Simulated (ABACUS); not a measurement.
Set-up for a self-consistent single point of TaN (P-6m2, 4 atoms in the cell; from Materials Project mp-1459, changed as shown).

```xyz
4
Lattice="2.9987 0.0000 0.0000 0.0000 5.1940 0.0000 0.0000 0.0000 2.9480" Properties=species:S:1:pos:R:3 pbc="T T T"
Ta     0.0000     0.0000     1.4740
Ta     1.4994     2.5970     1.4740
N      1.4994     0.8657     0.0000
N      0.0000     3.4626     0.0000
```

All values come from this method and carry its errors: LDA (PW92), PseudoDojo 0.4 standard norm-conserving LDA (tails mended) pseudopotentials (plane waves; ABACUS).

ABACUS settings:

* **KPT**: Gamma 8 6 8 0 0 0
* **basis_type**: pw
* **dft_functional**: PWLDA
* **ecutwfc**: 84 Ry
* **smearing_method**: fd
* **smearing_sigma**: 0.00999582 Ry
* **potentials**: PseudoDojo 0.4 standard norm-conserving LDA (tails mended)
* **symmetry**: 1
* **symmetry_prec**: 1e-05
* **ks_solver**: dav_subspace
* **scf_nmax**: 100
* **scf_thr**: 1.0e-09 Ry
* **mixing_type**: pulay
* **mixing_beta**: 0.4

Results:

| Property | Value |
|---|---|
| Number of valence electrons | 36 |
| Number of bands | 28 |
| Number of k-points after the program's reduction | 100 |
| Number of plane waves (most at a k-point) | 4057 |
| Number of SCF iterations | 9 |
| FFT grid | 36 × 60 × 36 |
| Free energy E − TS | -4115.7218 eV |
| Fermi level (on the code's own zero) | 18.35 eV |
| Pressure | -31.56 GPa |
| Largest force (vector length) | 0.001 eV/Å |

Stress (GPa, positive for compression):
```
-29.91    0.00    0.00
  0.00  -29.91    0.00
  0.00    0.00  -34.85
```

For comparison: a first run was changed to give this one (lattice scaled by 1.02), and from it to this one the free energy rises by 98.5 meV/atom, the pressure goes from -15.19 to -31.56 GPa and the largest force moves little (0.002 to 0.001 eV/Å).

The structure comes from a collection of computed structures, made at another level of theory; the collection holds predicted forms beside known ones. No clean gap shows at this smearing width and mesh (spacing up to 0.27 Å⁻¹); the mesh is coarse for partly filled bands, so the values carry mesh errors. At this pressure the cell is far from its equilibrium volume at this level.

Cost on one core: very roughly 2.2 core-minutes.

“Tails mended”: in these copies of the files the far tail of each local potential was reset to the Coulomb form.
